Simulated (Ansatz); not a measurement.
# TiCo (Pm-3m): parallel moments on spinors

The calculation used Ansatz 0.2.0, DFT, PBE, all-electron LAPW, scalar-relativistic.

Command: `ansatz run input.yaml --threads 2 --pin off --max-ram 4096MiB --backend cpu --events-out ev --progress --plain --runs-dir out`

```yaml
crystal:
  lattice:
    - [2.98611099, 0.0, 0.0]
    - [0.0, 2.98611099, 0.0]
    - [0.0, 0.0, 2.98611099]
  atoms:
    - { symbol: Ti, position: [0.0, 0.0, 0.0] }
    - { symbol: Co, position: [0.5, 0.5, 0.5], spin: 1.0, spin_axis: [0.0, 0.0, 1.0] }
magnetization:
  noncollinear: true
kpoints:
  mp_grid: { grid: [13, 13, 13] }
scf:
  occupations: { method: fermi_dirac, width: 0.03 }
  lower_state_search: "off"
hamiltonian:
  xc: pbe
  pseudopotentials: { kind: all_electron, lapw: { basis_error: 0.001 } }
output:
  eigenvalues: false
```

Output:

```
settings of this run that can trade accuracy for cost: output.eigenvalues: false. Do not mix this run's numbers with those of runs without the same settings; the input reference describes each key
LAPW: plane waves up to 8.563 Å⁻¹, error target 1.0e-3 eV per atom; small_component_spin mean_spin; Ti in spheres of 1.288 Å, 12 of its electrons in bands, Dirac shells []; Co in spheres of 1.298 Å, 17 of its electrons in bands, Dirac shells [] (how accurate: hamiltonian.pseudopotentials.lapw.basis_error, Limitations)
Engine: ansatz 0.2.0
Pseudopotentials: kind: all_electron
Pseudopotential: Ti, LAPW, valence charge 12, lapw/all_electron/scalar/gaussian/Ti, Koelling and Harmon's equation, gaussian nucleus
Pseudopotential: Co, LAPW, valence charge 17, lapw/all_electron/scalar/gaussian/Co, Koelling and Harmon's equation, gaussian nucleus
Functional definition: PBE
  parameter kappa = 0.804
  parameter beta = 0.06672455060314922
  exchange = pbe_x(kappa = kappa, mu = beta*pi^2/3)
  correlation = pbe_c(beta = beta)
Crystal: 2 atoms, lattice volume = 26.627 Å³
Basis set: ecut = 279.3723131713068 eV, 257 PW (Γ), exchange–correlation at level 2
Bands: 38, of which v1, the nominal top of the filled ones, is band 29 counted from 1 (28 counted from 0)
Symmetry: 48 space group operations + 48 with time reversal
Moments: of one size on atoms that these operations exchange, one fixing the others by the rotation that the starting moments gave each, and all in one plane where the starting moments lie in one or along one axis (crystal.symmetry.detect: false holds none)
k-points: 84 of 2197
Non-local potential: Ti, projectors of the file, none
Non-local potential: Co, projectors of the file, none
Initial density: superposition of atomic densities (chi_scale 0.1, normalization cell)
Starting moments: Σ|m| = 1 μB on 1 of 2 sites
Initial wavefunctions: plane waves of lowest kinetic energy (no species holds an atomic orbital)
Functional: x = pbe(κ = 0.804, μ = 0.2195149727645171), c = pbe(β = 0.06672455060314922)
iter 1 solved again at ethr=1.53e-2 eV; its pass at ethr=1.00e-1 eV (dr2=4.43e0 eV) is discarded
SCF iter   1: F=—  HF=-61152.928214 eV  |F-HF|=—  |Δ(HF+E_count)|=         —  Δρ=9.78e-2  dr2=4.43e0  dr2_m=9.49e-2  ethr=1.53e-2  |M|=2.58e-1 ∫|m|=4.34e-1 μB  β_m=0.30  ⟨swp⟩=2.0  Hψ=22205  notcnv=0
preconditioner: auto → none  [metal: Δε(μ)=0.027 eV  Ē_g=5.069 eV  σ=0.030 eV  W_gap=0.22  n_scr=6 (ndim 8)  ℏωp=25.9 eV  f_vac=0.000  D(μ)=1.17/eV (n_scr^D=6)  sad-step TF]
[...]
SCF iter  18: F=-61151.724776 eV  HF=-61151.724776 eV  |F-HF|=2.64e-8  |Δ(HF+E_count)|=   1.65e-7  Δρ=3.83e-6  dr2=6.62e-9  dr2_m=6.69e-11  ethr=2.34e-9  |M|=8.81e-1 ∫|m|=1.12e0 μB  ⟨swp⟩=2.0  Hψ=9367  notcnv=0
SCF 1 converged in 18 iterations: F = -61151.724776 eV  dr2 = 6.62e-9
SCF converged after 18 iterations
Stability not checked: this state was not tested for a lower state beside it, because this non-collinear magnet's GGA is evaluated by the locally collinear projection, under which the energy is not smooth in the magnetisation (locally_collinear_gga; see scf.lower_state_search)
Magnetization: |M| = 0.8807 μB,  M = (-0.0000, +0.0000, +0.8807) μB
Absolute magnetization: 1.1193 μB (∫|m|)
Moment direction: held on its axis by an average over the rotations of spin about it
  site 0: m = (-0.0000, +0.0000, -0.0514) μB, |m| = 0.0514 μB  (R = 1.29 Å)
  site 1: m = (-0.0000, +0.0000, +0.9939) μB, |m| = 0.9939 μB  (R = 1.30 Å)
Free energy (F): -61151.724776 eV
Harris-Foulkes:  -61151.724776 eV  (|F-HF|=2.64e-8)
Internal energy: -61151.720841 eV  (E = F + TS)
E sigma→0 (E₀):  -61151.722809 eV
Entropy (-TS):   -0.003935 eV (-1.968 meV/atom)
Fermi energy:    17.074614 eV
--- Per-component energies (eV) ---
  E_band       = -392.734488
  E_kinetic    = 61940.030082
  E_xc         = -2772.884133
  E_electrostatic = -120318.866789  (all electrons and nuclei)
  E_smearing   = -0.003935  (= −TS)
  E_closure    = 0.000000  (closes the sum)
  E_atoms      = -61135.910313  (free atoms, spherical and without spin; not in F)
  Σ components = -61151.724776   (vs F -61151.724776, Δ=0.00e0)
  Basis errors (estimates in eV, not in F): energy 2.4e-4 per atom: plane waves 1.7e-4 (8.8e-5 summed), levels above the bands 4.9e-28, relativity 4.2e-9, radial functions 7.1e-5, core shells 7.1e-7; eigenvalues (radial functions only) 1.7e-6; not estimated: angular momenta, meshes, grids; target (lapw.basis_error) 1.0e-3; muffin-tin radii Ti 1.288 Å, Co 1.298 Å
settings of this run that can trade accuracy for cost: output.eigenvalues: false. Do not mix this run's numbers with those of runs without the same settings; the input reference describes each key
```

Site moments (μB): Ti1 (0.00, 0.00, -0.05); Co2 (0.00, 0.00, 0.99). Cell moment 0.88 μB.

The Ansatz runs typed with the search for lower states off end where their start leads. The magnetic state is the one that this cell and start allow. It needn't be the compound's measured order, which may need a larger cell or be absent.

It took 100 s on 2 threads of Intel(R) Xeon(R) 6975P-C (Granite Rapids), with other jobs on the host, peak memory 0.71 GiB.
